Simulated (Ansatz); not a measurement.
Crystals of one structure type (CsCl type) and one family of elements, relaxed and computed with the program Ansatz at the PBEsol level (PAW).

```json
[
 {"crystal": "AlCo", "V (Å³/atom)": "11.24", "B₀ by P(V) fit (GPa)": "194"},
 {"crystal": "GaCo", "V (Å³/atom)": "11.45", "B₀ by P(V) fit (GPa)": "200"},
 {"crystal": "AlRh", "V (Å³/atom)": "13.12", "B₀ by P(V) fit (GPa)": "?"},
 {"crystal": "AlIr", "V (Å³/atom)": "13.36", "B₀ by P(V) fit (GPa)": "247"},
 {"crystal": "GaIr", "V (Å³/atom)": "13.76", "B₀ by P(V) fit (GPa)": "244"}
]
```

Q: Fit a straight line to ln B₀ against ln V and predict the withheld value.

A: Least squares on the 4 shown rows: ln B₀ = 1.22 × ln V + (2.321), with a scatter of 2 %. For AlRh this gives 235. The run itself gave 212, outside the scatter: the line misses something about this case.

Standing as an ambient phase not checked: AlRh, CsCl type; AlIr, CsCl type; GaIr, CsCl type. Began spin-polarised and lost the moments: AlCo, CsCl type; GaCo, CsCl type. Perhaps ordered models of mixed-site phases: AlRh, CsCl type; AlIr, CsCl type. All cells were relaxed under the symmetry of their starts (and spin orders); stability against distortions was not tested throughout. Rows with no word on spin ran without spin polarisation. Scalar-relativistic: spin–orbit coupling is off unless named, which matters more the heavier the elements.

Potentials: the later of the program's two PAW sets.
